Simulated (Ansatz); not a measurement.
Relaxed Au (fcc, Cu type):

```
Au
1.0
    4.12408     0.00000     0.00000
    0.00000     4.12408     0.00000
    0.00000     0.00000     4.12408
Au
4
Direct
  0.00000   0.00000   0.00000
  0.50000   0.50000   0.00000
  0.50000   0.00000   0.50000
  0.00000   0.50000   0.50000
```

Scan: atom 3 (Au, nearest neighbour Au at 2.916 Å; its periodic images, 4.1 Å or more away, move with it) is displaced towards the nearest neighbour, direction (-0.707, 0.000, -0.707) in Cartesian axes, by s. The other atoms stay.

Computed with r2SCAN (plane waves to 500 eV, PAW, scalar-relativistic; Ansatz, a first-principles code). k mesh 9×9×9 (Γ-centred), Fermi-Dirac smearing 0.05 eV. The energy includes the smearing's −TS. With partly filled bands, energies and forces of such displacements shift with the k mesh and the smearing. On this mesh the relaxed cell isn't quite at rest: it carries a pressure of -0.1 GPa (compression positive) at the zero of the scan. Au was relaxed with its symmetry unable to fall. Spin-orbit coupling is left out, though Au is heavy. ΔE is measured from the undisplaced structure.

The scan covers s from -0.290 to 0.290 Å in 11 points.

Is this a single well or a double well?

A single well with its minimum at or next to zero displacement.

Is the energy the same for equal positive and negative displacements?

Even: the same for both signs. With its periodic images moving along, the atom's site symmetry in this cell is m-3m.

What force acts on the atom along the line at s = -0.290 Å?

1.99 eV/Å.

What is the force constant k = d²E/ds² of this move at s = 0?

5.66 eV/Å².

(For displaced atoms, the force is minus the slope of the energy, and its curvature is a force constant, which sets phonon frequencies.)
